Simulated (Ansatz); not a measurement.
VN:
```cif
data_N2V2
_chemical_formula_sum 'V2 N2'
_space_group_name_H-M_alt 'P63/mmc'
_space_group_IT_number 194
_space_group_name_Hall '-P 6c 2c'
_cell_length_a 2.71739
_cell_length_b 2.71739
_cell_length_c 5.26034
_cell_angle_alpha 90.000
_cell_angle_beta 90.000
_cell_angle_gamma 120.000
loop_
_atom_site_label
_atom_site_type_symbol
_atom_site_symmetry_multiplicity
_atom_site_Wyckoff_symbol
_atom_site_fract_x
_atom_site_fract_y
_atom_site_fract_z
_atom_site_occupancy
V1 V 2 a 0.00000 0.00000 0.00000 1
N1 N 2 c 0.33333 0.66667 0.25000 1
```

Relaxed at zero pressure with the program Ansatz at the PBEsol level (PAW).

### Question
The volume is lowered by 9 % and shape and atoms relax at that volume. What pressure results, and how do the axes share the change?

### Answer
39.9 GPa; a -3.6 %, b -3.6 %, c -2.1 %; the energy rises by 87 meV/atom.

### Question
Give the new structure.

### Answer

Space group P6₃/mmc (No. 194); a = b = 2.620 Å, c = 5.151 Å, α = β = 90.00°, γ = 120.00°

```
atom  site  symmetry       x       y       z
----  ----  --------  ------  ------  ------
V       2a      -3m.  0.0000  0.0000  0.0000
N       2c      -6m2  0.3333  0.6667  0.2500
```

The phase is kept; no other phase was compared at this pressure.

Space group P6_3/mmc (NiAs type). The first step of the workflow began from a Materials Project structure, measured or hypothetical; the Crystallography Open Database copy checked does not list it. It is not the phase usual at ambient conditions (space group No. 225). The PBEsol relaxation kept the symmetry of its start; its stability against distortions is not shown here. No spin polarisation was allowed.

Potentials: the later of the program's two PAW sets.
